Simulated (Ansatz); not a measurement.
Here is the system:

AlPt:
```yaml
crystal:
  lattice:
    - [0.00000, 2.54067, 2.54067]
    - [2.54067, 0.00000, 2.54067]
    - [2.54067, 2.54067, 0.00000]
  atoms:
    - { symbol: Pt, position: [0.00000, 0.00000, 0.00000] }
    - { symbol: Al, position: [0.50000, 0.50000, 0.50000] }
```

This is the PBEsol-relaxed structure.

### Question
All from PBEsol (plane waves, PAW; program Ansatz), unless another level is named. Estimate the density of states at the Fermi level.

### Answer
0.39 states/eV per atom (mean over ±0.08 eV).

### Question
Next, the formation energy from the elements (no fitted shifts)?

### Answer
-0.55 eV/atom.

Space group Fm-3m (rock salt). The start of the workflow was typed in or built on a structure type; neither database checked (COD, Materials Project) lists it. Whether it is the stable phase at ambient conditions was not checked. The PBEsol relaxation kept the symmetry of its start; its stability against distortions is not shown here. No spin polarisation was allowed. The references are the lowest solids computed at this level, not always the standard phases. Scalar-relativistic: spin–orbit coupling is off unless named, which matters more the heavier the elements.

Potentials: the later of the program's two PAW sets.
